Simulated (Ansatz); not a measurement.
Phonons of Lu (hcp, Mg type) at Γ, M = (0.5, 0.0, 0.0), A = (0.0, 0.0, 0.5), L = (0.5, 0.0, 0.5).

Lu (hcp, Mg type)

```yaml
crystal:
  lattice:
    - [3.50708, 0.00000, 0.00000]
    - [-1.75354, 3.03722, 0.00000]
    - [0.00000, 0.00000, 5.46208]
  atoms:
    - { symbol: Lu, position: [0.33333, 0.66667, 0.75000] }
    - { symbol: Lu, position: [0.66667, 0.33333, 0.25000] }
```

These are PBE (plane waves to 420 eV, PAW, scalar-relativistic; Ansatz, a quantum-chemistry and plane-wave program) values and carry that method's errors. Harmonic phonons by density-functional perturbation theory on a 16×16×10 k mesh, in cm⁻¹ and rounded to 5; i marks imaginary ones, q is in fractions of the reciprocal vectors of the cell shown, and the three acoustic modes at Γ are left out. The program warned that its band solver left a few bands short of their tolerance. Lu is run without spin polarisation. Lu was relaxed with its symmetry unable to fall.

```csv
q,wavenumbers (cm⁻¹)
Γ,"70 (×2), 120"
"M = (0.5, 0.0, 0.0)","60, 70, 95, 100, 105, 110"
"A = (0.0, 0.0, 0.5)","50 (×4), 85 (×2)"
"L = (0.5, 0.0, 0.5)","70 (×2), 80 (×2), 100 (×2)"
```

The structure shows no imaginary mode at these points (lowest 50 cm⁻¹ at A = (0.0, 0.0, 0.5)); other wave vectors were not tested.

Highest mode: 120 cm⁻¹ at Γ.
